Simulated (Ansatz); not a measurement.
# SnSe: from a starting cell to a relaxed one

The start is a relaxed SnSe cell displaced along its unstable phonon at q = (½, 0, 0) of its primitive reciprocal cell (106i cm⁻¹), largest move 0.15 Å. The structure is fully relaxed (lattice and positions, P = 0) with PBE (plane waves to 420 eV, PAW, scalar-relativistic; Ansatz, a quantum-chemistry and plane-wave program). First-step values are on the input's coarse k-mesh.

Ansatz input (later rounds restart from its end on a renewed k-mesh):
Ansatz 0.2 input:
```yaml
crystal:
  lattice:
    - [7.8938309766, 0, 0]
    - [0, 3.9469154883, 0]
    - [0, 0, 8.2088007011]
  atoms:
    - { symbol: Sn, position: [-0.0190021804, 0.5, 0] }
    - { symbol: Sn, position: [0.5190021804, 0.5, 0] }
    - { symbol: Sn, position: [0.25, 0, 0.5] }
    - { symbol: Sn, position: [0.75, 0, 0.5] }
    - { symbol: Se, position: [0.0030687144, 0, 0.25] }
    - { symbol: Se, position: [0.4969312856, 0, 0.25] }
    - { symbol: Se, position: [0.0030687144, 0, 0.75] }
    - { symbol: Se, position: [0.4969312856, 0, 0.75] }
basis: { ecutwfc: 420, ecutrho_ratio: 4, xc_grid: 2, fft_grid_basis: typed }
kpoints: { mp_grid: { grid: [4, 8, 4] } }
hamiltonian:
  xc: pbe
  dispersion: none
  pseudopotentials: { azcp: { folder: ./paw }, kind: paw }
scf: { occupations: { method: fermi_dirac, width: 0.05 } }
relax: { f_tol: 0.01, max_steps: 100, cell: { stress_tol: 0.02 } }
output: { forces: true, stress: true }
```

Problem. What is the largest force in the starting geometry, and on which atom (counted from 1)?

Solution. 0.54 eV/Å, on Sn1, Sn2 (atoms numbered as listed).

Problem. How much energy is released per atom?

Solution. 0.10 eV/atom.

Problem. Does it find its way back to the structure it was made from?

Solution. It does not go back: it reaches Pmmm (No. 47), 0.11 eV/atom below the parent.

Problem. What band gap does the relaxed structure have at this level?

Solution. Zero (metallic).

Problem. Write out the relaxed structure.

Solution. 
```cif
data_Se4Sn4
_chemical_formula_sum 'Sn4 Se4'
_space_group_name_H-M_alt 'Pmmm'
_space_group_IT_number 47
_space_group_name_Hall '-P 2 2'
_cell_length_a 3.74981
_cell_length_b 7.83762
_cell_length_c 8.71465
_cell_angle_alpha 90.000
_cell_angle_beta 90.000
_cell_angle_gamma 90.000
loop_
_space_group_symop_operation_xyz
  'x, y, z'
  '-x, -y, -z'
  '-x, -y, z'
  'x, y, -z'
  'x, -y, -z'
  '-x, y, z'
  '-x, y, -z'
  'x, -y, z'
loop_
_atom_site_label
_atom_site_type_symbol
_atom_site_symmetry_multiplicity
_atom_site_Wyckoff_symbol
_atom_site_fract_x
_atom_site_fract_y
_atom_site_fract_z
_atom_site_occupancy
Sn1 Sn 2 s 0.50000 0.00000 0.32682 1
Sn2 Sn 1 e 0.00000 0.50000 0.00000 1
Sn3 Sn 1 g 0.00000 0.50000 0.50000 1
Se1 Se 4 u 0.00000 0.24074 0.24761 1
```

Final values are on a 12×6×6 k-mesh of the relaxed cell. No spin polarisation in the result.

The run could not lose the symmetry of its start, so the end can be a saddle point.

The relaxed structure here is a generated cell of SnSe: the first start was made by placing the elements on the sites of a structure type, and the end was not matched to a known phase here, so it may be hypothetical. Known forms of SnSe include space group No. 62.
